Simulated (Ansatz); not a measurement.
Polymorphs of RuW, each relaxed with r²SCAN in the plane-wave PAW code Ansatz:

A: Cmcm
a = 2.807 Å, b = 9.772 Å, c = 4.389 Å, α = β = γ = 90.00°

```csv
atom,site,symmetry,x,y,z
W,4c,m2m,0.0000,0.3416,0.2500
Ru,4c,m2m,0.0000,0.0876,0.2500
```

B: rock salt (Fm-3m)
a = b = c = 5.0984 Å, α = β = γ = 90.00°

```csv
atom,site,symmetry,x,y,z
Ru,4a,m-3m,0.0000,0.0000,0.0000
W,4b,m-3m,0.5000,0.5000,0.5000
```

Task: Rank these by energy per atom at 0 K (lowest first), as r²SCAN gives it.

Result: A (+0 meV/atom), B (+805 meV/atom)

Typed or built starts, not in the databases checked: A; B. Unstable at this level: B. All cells were relaxed under the symmetry of their starts (and spin orders); stability against distortions was not tested throughout. Rows with no word on spin ran without spin polarisation. Scalar-relativistic: spin–orbit coupling is off unless named, which matters more the heavier the elements.

Energies hold the estimated change up to a 700 eV cutoff; steps of a few meV lie near the error of the meshes.

Potentials: the later of the program's two PAW sets.
